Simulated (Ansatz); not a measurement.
FeNi in space group R-3m (No. 166; Fe on 3a, Ni on 3b) at seven volumes, r²SCAN (plane waves, PAW; program Ansatz), shape and atoms relaxed at each. One row is withheld.

| V (Å³/atom) | P (GPa) |
|---|---|
| 10.190 | 22.71 |
| 10.526 | 13.82 |
| 10.862 | 6.30 |
| 11.198 | 0.00 |
| 11.534 | -5.06 |
| 11.869 | -9.20 |
| 12.205 | ? |

Problem. Fit the shown pressures and predict the withheld one.

Solution. Third-order Birch–Murnaghan: P = (3/2)B₀(x^(7/2) − x^(5/2))[1 + (3/4)(B′ − 4)(x − 1)] with x = (V₀/V)^(2/3). Least squares on the six rows gives V₀ = 11.203 Å³/atom, B₀ = 186.7 GPa, B′ = 5.30. At V = 12.205, x = 0.9445 and P = -12.75 GPa. The run itself gave -12.88 GPa.

The workflow started from a Materials Project entry (that database holds measured and hypothetical structures alike); the Crystallography Open Database copy checked does not list it. COD files the formula under space group No. 123. With Fe and Ni taken as one species the cell has the higher symmetry Fm-3m, so it may be an ordered model of a mixed-site phase. Its standing as an ambient phase is unchecked. The r²SCAN relaxation kept the symmetry of its start; its stability against distortions is not shown here. Magnetic state: ferromagnetic, chosen from 5 collinear starts compared on coarse meshes (ties went to the first, and starts can fall back to one state), not a proven ground state. Other orbital occupations within this spin state were not tried.

Potentials: the later of the program's two PAW sets.
